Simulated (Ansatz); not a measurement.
CoSn3:
```xyz
16
Lattice="8.4767 -3.1194 0.0000 8.4767 3.1194 0.0000 0.0000 0.0000 6.2408" Properties=species:S:1:pos:R:3 pbc="T T T"
Co     7.1215     0.0000     0.0000
Co     9.8320     0.0000     0.0000
Co     1.3552     0.0000     3.1204
Co    15.5982     0.0000     3.1204
Sn     8.4767    -2.1011     1.0144
Sn     8.4767     2.1011     5.2264
Sn     8.4767    -1.0182     4.1348
Sn     8.4767     1.0182     2.1060
Sn     5.6816     1.9351     1.1940
Sn    11.2718    -1.9351     5.0468
Sn    11.2718     1.1843     4.3144
Sn     5.6816    -1.1843     1.9264
Sn     5.6816    -1.9351     5.0468
Sn    11.2718     1.9351     1.1940
Sn    11.2718    -1.1843     1.9264
Sn     5.6816     1.1843     4.3144
```

Relaxed with r²SCAN.

### Question
Map the valence electron density (e/Å³), cut off at 1 on the plane through (0.420, 0.420, 0.000) spanned by u = [1, 1, 0] and v = [1, -1, 1] in lattice vectors, from r²SCAN (plane waves, PAW; program Ansatz).

### Answer
x is the fraction of u, y of v (the angle between them is 90°; rows are the nearest grid lines); atoms in the plane: Co at (0.00, 0.00), Co at (0.16, 0.00), Co at (0.16, 0.50), Co at (0.00, 0.50), Sn at (0.58, 0.66), Sn at (0.58, 0.34), Sn at (0.42, 0.19), Sn at (0.74, 0.81), Sn at (0.42, 0.81), Sn at (0.74, 0.19).
```
|@@%:-@@@@:      ..  .:-:.   ...     .%@@|
|@@=::@@@@:     .::.  .::.  ..:.     .=@@|
|@@-::*@@=:.    :==:. ....  .-=:.    .-@@|
|-::::::::::. .:#@@@:      .+@@@-. .::::-|
|.:-=-:.:-#@+:.-@@@@=  .. .:@@@@*:.-%@=:.|
|.:+@%-.:*@@@-:-@@@@-.:=-:.:@@@@+::%@@@-.|
|.:*@@-.:*@@@=::@@@@-:*@@-.:*@@@=::@@@@-.|
|.:=#+:.:=@@@:..:==:.+@@@@:.:=+-..:+@@#:.|
|:::-:::::==:.   ... *@@@@:. ...   .-=-::|
|*=:::-*+-:.         -@@@*.         .::=*|
|@@-::*@@=:.         :*@@-.   .      .-@@|
|@@*:-@@@@:      ..  .:--.   ..      .*@@|
|@@*:-@@@@:      ..  .:--.   ..      .*@@|
|@@-::*@@=:.         :*@@-.   .      .-@@|
|*=:::-*+-:.         -@@@*.         .::=*|
|:::-:::::==:.   ... *@@@@:. ...   .-=-::|
|.:=#+:.:=@@@:..:==:.+@@@@:.:=+-..:+@@#:.|
|.:*@@-.:*@@@=::@@@@-:*@@-.:*@@@=::@@@@-.|
|.:+@%-.:*@@@-:-@@@@-.:=-:.:@@@@+::%@@@-.|
|.:-=-:.:-#@+:.-@@@@=  .. .:@@@@*:.-%@=:.|
|-::::::::::. .:#@@@:      .+@@@-. .::::-|
|@@-::*@@=:.    :==:. ....  .-=:.    .-@@|
|@@=::@@@@:     .::.  .::.  ..:.     .=@@|
|@@%:-@@@@:      ..  .:-:.   ...     .%@@|
```
Scale: ten equal steps from 0.033 (start of ' ') to 1.00 (end of '@'), in the order ' .:-=+*#%@'; x runs from 0.000 to 1.00, y from 0.000 (bottom) to 1.00 (top).

The density is the valence pseudo-density with augmentation charge, so density and ELF within about 1 Å of a nucleus are not all-electron values.

Space group Cmce. The workflow started from a Materials Project entry (that database holds measured and hypothetical structures alike); the Crystallography Open Database copy checked does not list it. Its standing as an ambient phase is unchecked. The r²SCAN relaxation kept the symmetry of its start; whether a distortion lowers the energy is not shown. The run is not spin-polarised. Spin–orbit coupling is left out wherever it is not named.

Potentials: the later of the program's two PAW sets.
